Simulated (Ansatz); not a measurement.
Cu Kα1 powder pattern (kinematic, no thermal factors).
2θ (°) (relative intensity): 15.86 (8), 17.77 (22), 22.55 (7), 27.69 (18), 28.82 (12), 32.03 (50), 32.10 (100), 36.00 (5), 36.93 (7), 39.53 (3), 43.63 (1), 43.68 (7), 45.98 (71), 46.03 (36), 48.99 (2), 49.72 (1), 51.84 (2), 54.48 (3), 54.57 (5), 55.18 (1), 55.22 (2), 57.18 (37), 59.70 (1), 60.30 (2), 60.42 (2), 62.26 (2), 65.32 (2), 66.99 (6), 67.14 (11), 69.97 (3), 70.08 (1), 74.03 (2), 74.10 (1), 74.66 (1), 76.23 (15), 76.34 (15), 76.37 (15), 85.12 (11), 85.22 (23), 87.89 (2)

The pattern is computed from a structure relaxed with DFT PBE, scalar-relativistic, plane waves, PAW (Ansatz 0.2.0). No spin polarisation. Its elements are Cd, Mg, Se.

Task: Give the structure.

Result: Mg$_{3}$CdSe$_{4}$.
Space group I4/mmm (No. 139). a = 5.572 Å, b = 5.572 Å, c = 11.166 Å, α = 90.00°, β = 90.00°, γ = 90.00°
| atom | site | symmetry | x | y | z |
| --- | --- | --- | --- | --- | --- |
| Mg | 2b | 4/mmm | 0.5000 | 0.5000 | 0.0000 |
| Mg | 4d | -4m2 | 0.0000 | 0.5000 | 0.2500 |
| Cd | 2a | 4/mmm | 0.0000 | 0.0000 | 0.0000 |
| Se | 4e | 4mm | 0.5000 | 0.5000 | 0.2437 |
| Se | 4c | mmm. | 0.0000 | 0.5000 | 0.0000 |

A pattern alone doesn't exclude other cells with like lines; this is the one computed.

The structure comes from a generated guess; another structure or a mixture of phases may lie lower.
